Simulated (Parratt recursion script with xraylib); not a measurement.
# X-ray reflectivity of Ag on SrTiO3: from fringes to thickness

| layer, from the top | thickness (Å) | density (g/cm³) | rms roughness of its top face (Å) | δ (10⁻⁶) | β (10⁻⁶) |
|---|---|---|---|---|---|
| Ag | ? | 9.741 | 2.7 | ? | ? |
| SrTiO3 (substrate) | – | 5.086 | 3.2 | 6.228 | 0.1351 |

The refractive index is n = 1 − δ + iβ. Vacuum lies above.

Densities are inputs, not measurements. They were set from computed cells of the Materials Project: Ag from entry mp-124 (Fm-3m, 10.363 g/cm³, taken at 94 %); SrTiO3 from entry mp-5229 (Pm-3m, 5.086 g/cm³). A layer's crystal structure does not enter its constants, only its composition and density.

Calculation: specular X-ray reflectivity, Parratt recursion, Névot-Croce roughness, xraylib tables; Parratt recursion script with xraylib 4.3.0.

Photon energy 12.4 keV (λ = 0.9999 Å), s polarisation. The grazing angle θ is scanned from 0.05° to 1.62° in 900 evenly spaced points, and the curve is smoothed with a Gaussian of 0.004° full width. A minimum is a scan point below both neighbours, placed by a parabola through ln R at the three points.

All minima between 0.5 and 1.1°: θ = 0.551, 0.636, 0.723, 0.812, 0.903, 0.994, 1.086°.

Problem. Find the film thickness d and the film's δ from the minima.

Solution. sin²θ of the minima, in units of 10⁻⁶: 92.5, 123.2, 159.2, 200.8, 248.4, 300.9, 359.2. For consecutive orders m, sin²θ = 2δ + (mλ/2d)², a straight line in m². The order of the first listed minimum is unknown, so try several:

| first m | slope (10⁻⁶) | intercept (10⁻⁶) | rms residual (10⁻⁶) |
|---|---|---|---|
| 4 | 3.169 | 44.1 | 1.41 |
| 4.5 | 2.961 | 33.6 | 0.68 |
| 5 | 2.778 | 23.1 | 0.12 |
| 5.5 | 2.616 | 12.5 | 0.54 |
| 6 | 2.472 | 1.9 | 1.03 |

The residual is least for first m = 5. Its slope gives d = λ/(2 slope^½) = 300.0 Å and its intercept δ = 11.6 × 10⁻⁶.

The run used d = 300 Å and δ = 11.38 × 10⁻⁶ (β = 0.5168 × 10⁻⁶), so the fit misses d by 0.0 Å and δ by 2 %. The spacing of the first two listed minima alone, with δ left out, gives λ/(2Δθ) = 337.0 Å, 12.3 % too high.
